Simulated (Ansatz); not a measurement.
Values for one crystal, relaxed and computed with r²SCAN (plane waves, PAW; program Ansatz); other levels are named.

- Volume per atom = 19.98 Å³
- Electronic character = metallic (no gap)
- Bulk modulus (Birch–Murnaghan fit) = 129 GPa
- Mechanical stability = unstable (C has a negative eigenvalue)
- Density of states at the Fermi level = 1.3 states/eV per atom (mean over ±0.08 eV)
- Pressure derivative B′ = 4.7
- Elastic constants (relaxed ions, GPa) = C11 = 277, C12 = 54.4, C44 = -9.5

**Question.** Pick the material that matches.
(A) ZnAg3, P6_3/mmc (Zn on 2d, Ag on 6h)
(B) Mn2Nb, P6_3/mmc (Mn on 6h, Mn on 2a, Nb on 4f)
(C) ZnAg, P-6m2 (Zn on 1a, Ag on 1d)
(D) NbAg, rock salt

**Answer.** D, NbAg, rock salt

Space group Fm-3m (rock salt). The start of the workflow was typed in or built on a structure type; neither database checked (COD, Materials Project) lists it. Whether it is the stable phase at ambient conditions was not checked. The cell was relaxed with r²SCAN under the symmetry of its start. No spin polarisation was allowed. Its formation energy is positive at this level, so the cell may be metastable or incomplete. As this level gives no gap, shear constants depend on the k-mesh and smearing (Fermi–Dirac, 0.1 eV here). Scalar-relativistic: spin–orbit coupling is off unless named, which matters more the heavier the elements.

Potentials: the later of the program's two PAW sets.
